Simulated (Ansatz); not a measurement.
**Relaxing a structure of TiC**

The start is a generated cell, TiC built in the TiAs structure type. A full variable-cell relaxation at zero pressure is run with PBEsol (plane waves to 420 eV, PAW, scalar-relativistic; Ansatz, a first-principles code). The first steps use a coarse 8×8×3 k-mesh.

Input geometry:
```yaml
crystal:
  lattice:
    - [3.20494, 0.00000, 0.00000]
    - [-1.60247, 2.77556, 0.00000]
    - [0.00000, 0.00000, 10.81228]
  atoms:
    - { symbol: Ti, position: [0.33333, 0.66667, 0.12500] }
    - { symbol: Ti, position: [0.66667, 0.33333, 0.62500] }
    - { symbol: Ti, position: [0.66667, 0.33333, 0.87500] }
    - { symbol: Ti, position: [0.33333, 0.66667, 0.37500] }
    - { symbol: C, position: [0.00000, 0.00000, 0.00000] }
    - { symbol: C, position: [0.00000, 0.00000, 0.50000] }
    - { symbol: C, position: [0.33333, 0.66667, 0.75000] }
    - { symbol: C, position: [0.66667, 0.33333, 0.25000] }
```

**Question.** What pressure does the first self-consistent step give?

**Answer.** -29 GPa (negative: the cell is under tension).

**Question.** What is the largest force in the starting geometry, and on which atom (counted from 1)?

**Answer.** About 1.7 eV/Å, on Ti1, Ti2, Ti3, Ti4 (atoms numbered as listed).

**Question.** By how much does the energy per atom fall from start to end?

**Answer.** 0.22 eV/atom.

**Question.** How does the volume change?

**Answer.** -15.1 %, from 12.02 to 10.21 Å³/atom.

**Question.** How do the shortest distances between atoms change?

**Answer.** The closest pairs of elements (up to four, under 3.6 Å), start → end: C–Ti 2.29 → 2.14 Å; Ti–Ti 2.70 → 2.71 Å; C–C 3.20 → 3.02 Å.

**Question.** Is the relaxed structure metallic? Give its gap.

**Answer.** Zero (metallic).

**Question.** What does it relax into? Give the structure.

**Answer.** 
```cif
data_C4Ti4
_chemical_formula_sum 'Ti4 C4'
_space_group_name_H-M_alt 'P63/mmc'
_space_group_IT_number 194
_space_group_name_Hall '-P 6c 2c'
_cell_length_a 3.01539
_cell_length_b 3.01539
_cell_length_c 10.37567
_cell_angle_alpha 90.000
_cell_angle_beta 90.000
_cell_angle_gamma 120.000
loop_
_atom_site_label
_atom_site_type_symbol
_atom_site_symmetry_multiplicity
_atom_site_Wyckoff_symbol
_atom_site_fract_x
_atom_site_fract_y
_atom_site_fract_z
_atom_site_occupancy
Ti1 Ti 4 f 0.66667 0.33333 0.11939 1
C1 C 2 a 0.00000 0.00000 0.00000 1
C2 C 2 c 0.33333 0.66667 0.25000 1
```

The space group stays P6₃/mmc (No. 194) (the run could not lower it); the end is AFLOW prototype AB_hP8_194_ad_f (B_i, as in TiAs), with 8 atoms in the primitive cell. Final values are on a 18×18×5 k-mesh of the relaxed cell. No spin polarisation in the result.

The run could not lose the symmetry of its start: the end is stationary, and may be a saddle point rather than a minimum.

The relaxed structure here is a generated cell of TiC: the first start was made by placing the elements on the sites of a structure type, and the end was not matched to a known phase here, so it may be hypothetical. Known forms of TiC include space group No. 225.
